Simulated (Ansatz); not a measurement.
HgSe:
```
CELL_PARAMETERS angstrom
      0.00000     3.13000     3.13000
      3.13000     0.00000     3.13000
      3.13000     3.13000     0.00000
ATOMIC_POSITIONS crystal
  Se 0.75000 0.75000 0.75000
  Hg 0.00000 0.00000 0.00000
```

Relaxed with PBE. Special points in fractions of this cell's reciprocal vectors: Γ (0.000, 0.000, 0.000); X (0.500, 0.000, 0.500); U (0.625, 0.250, 0.625); K (0.375, 0.375, 0.750); L (0.500, 0.500, 0.500); W (0.500, 0.250, 0.750).

Problem. List the band energies nearest the Fermi level at these points for PBE with spin–orbit coupling in the plane-wave PAW code Ansatz.

Solution. In eV from the Fermi level; about four levels below and three above (degenerate sets whole), none deeper than 8.9 eV; points with the same levels are listed once.

```
k                    below                          above
-  -----------------------  -----------------------------
Γ      0.00 0.00 0.00 0.00  4.51 4.51 5.88 5.88 5.88 5.88
X  -2.07 -2.07 -2.06 -2.06            2.62 2.62 3.07 3.07
U  -2.64 -2.50 -1.73 -1.67                 2.69 2.79 4.36
L  -1.02 -1.02 -0.82 -0.82            1.00 1.00 5.77 5.77
W  -2.54 -2.30 -2.22 -2.14                 3.16 3.36 5.01
```

Space group F-43m (zinc blende). The cell was relaxed with PBE under the symmetry of its start; phonons on a q-mesh show no instability. The Fermi level of a semimetal is unsure by some 0.05 eV on such meshes.

Potentials: the later of the program's two PAW sets.
